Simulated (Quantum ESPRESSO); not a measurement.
Inputs of pw.x and gipaw.x (a modified build of Quantum ESPRESSO, PBE) for GaP; the starting potential comes from an earlier run on another mesh:

```
&CONTROL
  calculation = 'scf'
  prefix = 'x'
  pseudo_dir = './pseudo'
  outdir = './out'
  tprnfor = .true.
/
&SYSTEM
  ibrav = 0
  nat = 2
  ntyp = 2
  ecutwfc = 40
  ecutrho = 160
  occupations = 'fixed'
  nbnd = 9
/
&ELECTRONS
  conv_thr = 1e-11
  startingpot = 'file'
/
ATOMIC_SPECIES
Ga 69.723 Ga.GGA_PBE-JTH.UPF
P 30.974 P.GGA_PBE-JTH.UPF
CELL_PARAMETERS angstrom
    0.000000000000     2.725810000000     2.725810000000
    2.725810000000     0.000000000000     2.725810000000
    2.725810000000     2.725810000000     0.000000000000
ATOMIC_POSITIONS crystal
Ga     0.000000000000     0.000000000000     0.000000000000
P      0.250000000000     0.250000000000     0.250000000000
K_POINTS automatic
8 8 8 1 1 1
```

```
&INPUTGIPAW
  job = 'nmr'
  prefix = 'x'
  tmp_dir = './out/'
  restart_mode = 'from_scratch'
  pawproj(1) = .true.
  pawproj(2) = .true.
  use_nmr_macroscopic_shape = .false.
/
```

The geometry is a computed Materials Project entry, not a measured one. It is GaP in F-43m. Stability against distortions was not tested.

Predict the shielding tensors that the run ends with.


```
     Total NMR chemical shifts in ppm: ---------------------------------------
     (adopting the Simpson convention for anisotropy and asymmetry)-----------

     Atom  1  Ga  pos: (  0.000000  0.000000  0.000000)  Total sigma:        1361.20
          1361.1990          0.0000         -0.0000
             0.0000       1361.1990         -0.0000
            -0.0000         -0.0000       1361.1990

     Ga      1    anisotropy:      0.00    eta:    0.0000
     Ga      1    sigma_11=   1361.20
     Ga      1    sigma_22=   1361.20
     Ga      1    sigma_33=   1361.20

     Atom  2  P   pos: (  0.353553  0.353553  0.353553)  Total sigma:         371.82
           371.8224         -0.0000         -0.0000
            -0.0000        371.8224          0.0000
             0.0000         -0.0000        371.8224

     P       2    anisotropy:     -0.00    eta:    0.0000
     P       2    sigma_11=    371.82
     P       2    sigma_22=    371.82
     P       2    sigma_33=    371.82
```
The printed anisotropy is 3/2 (σ_33 − σ_iso) in the program's own order; the axes are left out here. All sites are cubic, so the anisotropy vanishes by symmetry. Shieldings are absolute and leave out the bulk-susceptibility term; a larger σ means a smaller chemical shift. By our sweeps, such settings leave a few ppm in absolute σ on light atoms and up to some 20 ppm from Zn on. The datasets of P hold no d projectors, which limits absolute σ on these atoms.
